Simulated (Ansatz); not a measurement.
**From three elastic constants to directional properties of Rb3TeH**

The calculation used DFT LDA, scalar-relativistic, plane waves, PAW in Ansatz 0.2.0. Settings: 420 eV plane-wave cutoff, Γ-centred 4×4×4 mesh, fixed occupations. No spin polarisation.

The cell is fixed (symmetry leaves no force on the atoms) and stands under 0.1 GPa:
```cif
data_structure
_symmetry_space_group_name_H-M 'Pm-3m'
_symmetry_Int_Tables_number 221
_cell_length_a 5.3937
_cell_length_b 5.3937
_cell_length_c 5.3937
_cell_angle_alpha 90.000
_cell_angle_beta 90.000
_cell_angle_gamma 90.000
_cell_volume 156.91
loop_
_atom_site_label
_atom_site_type_symbol
_atom_site_symmetry_multiplicity
_atom_site_Wyckoff_symbol
_atom_site_fract_x
_atom_site_fract_y
_atom_site_fract_z
_atom_site_occupancy
Te1 Te 1 a 0.00000 0.00000 0.00000 1
H1 H 1 b 0.50000 0.50000 0.50000 1
Rb1 Rb 3 c 0.50000 0.50000 0.00000 1
```

The cell is the ideal cubic antiperovskite prototype; whether it is the stable structure of this composition wasn't checked.

With ions relaxed, on the cubic axes: C11 = 40.5, C12 = 7.3, C44 = 10.7 GPa. The density is 4.074 g/cm³. Zone-centre modes weren't checked beside this run.

Problem. Is the crystal stable against strain, and how anisotropic is it?

Solution. Born's conditions hold: C11 + 2C12 = 55.0, C11 − C12 = 33.2 and C44 = 10.7 GPa are all positive. B = (C11 + 2C12)/3 = 18.3 GPa. The two shear moduli are C44 and C′ = (C11 − C12)/2 = 16.6 GPa, so Zener's ratio is A = C44/C′ = 0.65: the shear C44 is the soft one, as in NaCl, KCl, the halide perovskites and the bcc metals V, Nb, Cr and Mo. The Cauchy pressure C12 − C44 is -3.5 GPa; it would vanish for pair forces between atoms on inversion centres at zero pressure, and a negative value is usual with directional bonding, though many-body forces give one in some ionic oxides too.

Problem. Give the sound speeds along the three symmetry directions.

Solution. The Christoffel equation gives ρv² for each branch:
| direction | branch | ρv² | GPa | v (m/s) |
| --- | --- | --- | --- | --- |
| [100] | L | C11 | 40.5 | 3152 |
| [100] | T (×2) | C44 | 10.7 | 1624 |
| [110] | L | (C11 + C12 + 2C44)/2 | 34.6 | 2915 |
| [110] | T, u ∥ [001] | C44 | 10.7 | 1624 |
| [110] | T, u ∥ [1-10] | (C11 − C12)/2 | 16.6 | 2019 |
| [111] | L | (C11 + 2C12 + 4C44)/3 | 32.7 | 2831 |
| [111] | T (×2) | (C11 − C12 + C44)/3 | 14.7 | 1897 |

Problem. How does Young's modulus depend on direction?

Solution. Inverting gives S11 = 26.122, S12 = -3.972, S44 = 93.110 TPa⁻¹. Along a unit vector (l, m, n), 1/E = S11 − 2(S11 − S12 − S44/2)(l²m² + m²n² + n²l²), where the last bracket is 0, 1/4 and 1/3 for [100], [110] and [111]: E = 38, 29 and 27 GPa. With A < 1 the cube edge is stiffest. For a film on (001), the biaxial modulus is C11 + C12 − 2C12²/C11 = 45 GPa and the normal strain is −2C12/C11 = -0.36 times the in-plane one.

Cost: 1 run of about 0.16 core-minutes, on Intel Xeon 6975P-C (Granite Rapids) (shared hosts).